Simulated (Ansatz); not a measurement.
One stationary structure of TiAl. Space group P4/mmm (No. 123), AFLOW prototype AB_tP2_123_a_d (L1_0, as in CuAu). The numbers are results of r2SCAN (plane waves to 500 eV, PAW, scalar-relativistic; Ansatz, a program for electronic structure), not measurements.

```xyz
2
Lattice="2.8132 0.0000 0.0000 0.0000 2.8132 0.0000 0.0000 0.0000 4.0583" Properties=species:S:1:pos:R:3 pbc="T T T"
Al     1.4066     1.4066     2.0292
Ti     0.0000     0.0000     0.0000
```

```yaml
volume_per_atom: 16.06 Å³
band_gap: no gap (metallic)
shortest_distances: Al–Al 2.81 Å; Ti–Ti 2.81 Å; Al–Ti 2.84 Å
k-mesh: 16×16×12
```

Band energies at high-symmetry points (eV from the Fermi level; labels of this space group; no spin-orbit coupling), from −5 eV up to 3.4 eV:

```tsv
point	energies
Γ	-1.98 -0.97 -0.49 2.39 2.39
X	-4.89 -4.82 -1.79 -0.26 2.07 2.77
M	-3.28 -0.56 -0.56 -0.41 -0.17 -0.17
Z	-0.78 0.79 2.01 2.01
R	-3.26 -1.37 -1.30 1.59 2.13 2.53
A	-2.60 -2.40 -2.40 2.20 2.40 2.69
```

No spin polarisation in the result.

The run could not lose the symmetry of its start; a randomly shaken copy of 2 atoms returns to this structure.

All atoms sit on sites fixed by symmetry, so only the cell could relax.
